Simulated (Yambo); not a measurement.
G0W0@PBEsol for Rb2ScAgCl6 (space group Fm-3m, No. 225) in Yambo. Reference settings: 2×2×2 Γ-centred k mesh, bands 6 to 305 and a 6 Ry block in the screening, 305 bands in G with the Bruneval-Gonze terminator, plasmon pole fitted at 27.2 eV. The PBEsol gap L → X on this mesh is 3.24 eV; G0W0 gaps are taken between the same points.

The settings were changed. The gap went from 6.07 eV to 6.37 eV, and the shift of the valence edge from -1.28 eV to -1.32 eV.

Problem. What was changed between the two runs?
(A) 122 bands in G, no terminator
(B) 2 Ry block
(C) 201 bands in G
(D) pole fitted at 10 eV

Solution. B, 2 Ry block. The others gave (gap, valence shift): pole fitted at 10 eV: 6.04, -1.18 eV; 122 bands in G, no terminator: 6.17, -0.63 eV; 201 bands in G: 6.09, -1.27 eV.

Spin-orbit coupling is not included.

Geometry of the Materials Project entry, not relaxed at this level; primitive cell a = b = c = 7.4105 Å, α = β = γ = 60.00°.

The structure is a Materials Project entry; no match was found in the copy of COD used, and its stability was not checked.

A shift is the quasiparticle energy of the state minus its PBEsol energy.
